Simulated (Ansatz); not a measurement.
TiB2:
```yaml
crystal:
  lattice:
    - [3.02471, 0.00000, 0.00000]
    - [-1.51235, 2.61947, 0.00000]
    - [0.00000, 0.00000, 3.22429]
  atoms:
    - { symbol: Ti, position: [0.00000, 0.00000, 0.00000] }
    - { symbol: B, position: [0.33333, 0.66667, 0.50000] }
    - { symbol: B, position: [0.66667, 0.33333, 0.50000] }
```

Relaxed with r²SCAN.

**Question.** Map the valence electron density (e/Å³), cut off at 0.9 on the plane through (0.000, 0.000, 0.000) spanned by u = [0, 0, 1] and v = [1, -1, 0] in lattice vectors, from plane-wave PAW r²SCAN (Ansatz code).

**Answer.** x is the fraction of u, y of v (the angle between them is 90°; rows are the nearest grid lines); atoms in the plane: Ti at (0.00, 0.00), B at (0.50, 0.33), B at (0.50, 0.67).
```
|99999200000299999|
|99999100000199999|
|99995100000159999|
|99983111111138999|
|22112345554321122|
|00112456765421100|
|00123566666532100|
|00124564346542100|
|00124564246542100|
|00123576667532100|
|00123578887532100|
|00013468986431000|
|00013468986431000|
|00123578887532100|
|00123576667532100|
|00124564246542100|
|00124564346542100|
|00123566666532100|
|00112456765421100|
|22112345554321122|
|99983111111138999|
|99995100000159999|
|99999100000199999|
|99999200000299999|
```
Scale: ten equal steps from 0.173 (start of '0') to 0.900 (end of '9'), in the order '0123456789'; x runs from 0.000 to 1.00, y from 0.000 (bottom) to 1.00 (top).

The density is the valence pseudo-density with augmentation charge, so density and ELF within about 1 Å of a nucleus are not all-electron values.

Space group P6/mmm. Symmetry was held in the r²SCAN relaxation. The run is not spin-polarised.

Potentials: the earlier of the program's two PAW sets. The files were generated under PBE; for other functionals the program regenerates the frozen cores, and for LDA and PBEsol the local potential too.
